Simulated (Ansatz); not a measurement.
Relaxed ZrC (rock salt):

```yaml
crystal:
  lattice:
    - [0.00000, 4.70874, 4.70874]
    - [2.35437, 0.00000, 2.35437]
    - [2.35437, 2.35437, 0.00000]
  atoms:
    - { symbol: C, position: [0.00000, 0.00000, 0.00000] }
    - { symbol: C, position: [0.50000, 0.00000, 0.00000] }
    - { symbol: Zr, position: [0.25000, 0.50000, 0.50000] }
    - { symbol: Zr, position: [0.75000, 0.50000, 0.50000] }
```

The atoms are displaced by Q × the pattern below (from a DFPT mode at L = (0.5, 0.0, 0.0), largest move 1; Q in Å), at fixed cell. It is one choice among 2 degenerate patterns. (q is in reciprocal vectors of the primitive cell; the cell shown is doubled to hold the pattern.)

| atom | x | y | z |
|---|---|---|---|
| Zr3 | 0.285 | -0.520 | 0.805 |
| Zr4 | -0.285 | 0.520 | -0.805 |

Atoms not listed stay in place.

Calculation: PBE (plane waves to 420 eV, PAW, scalar-relativistic; Ansatz, a program for electronic structure). k mesh 17×17×17 (Γ-centred), Fermi-Dirac smearing 0.05 eV. Energies are smeared free energies. With partly filled bands, energies and forces of such displacements shift with the k mesh and the smearing. ZrC is run without spin polarisation. ZrC was relaxed with its symmetry unable to fall. ΔE is measured from the undisplaced structure.

Predict the ΔE (eV/cell) and −dE/dQ from forces (eV/Å) at Q (Å) = -0.233, -0.093, 0.093, 0.187, 0.233, 0.280.


```json
[
 {"Q (Å)": "-0.233", "ΔE (eV/cell)": "0.586", "−dE/dQ from forces (eV/Å)": "5.017"},
 {"Q (Å)": "-0.093", "ΔE (eV/cell)": "0.094", "−dE/dQ from forces (eV/Å)": "2.015"},
 {"Q (Å)": "0.093", "ΔE (eV/cell)": "0.094", "−dE/dQ from forces (eV/Å)": "-2.015"},
 {"Q (Å)": "0.187", "ΔE (eV/cell)": "0.376", "−dE/dQ from forces (eV/Å)": "-4.013"},
 {"Q (Å)": "0.233", "ΔE (eV/cell)": "0.586", "−dE/dQ from forces (eV/Å)": "-5.017"},
 {"Q (Å)": "0.280", "ΔE (eV/cell)": "0.844", "−dE/dQ from forces (eV/Å)": "-6.036"}
]
```

(For displaced atoms, the force is minus the slope of the energy, and its curvature is a force constant, which sets phonon frequencies.)
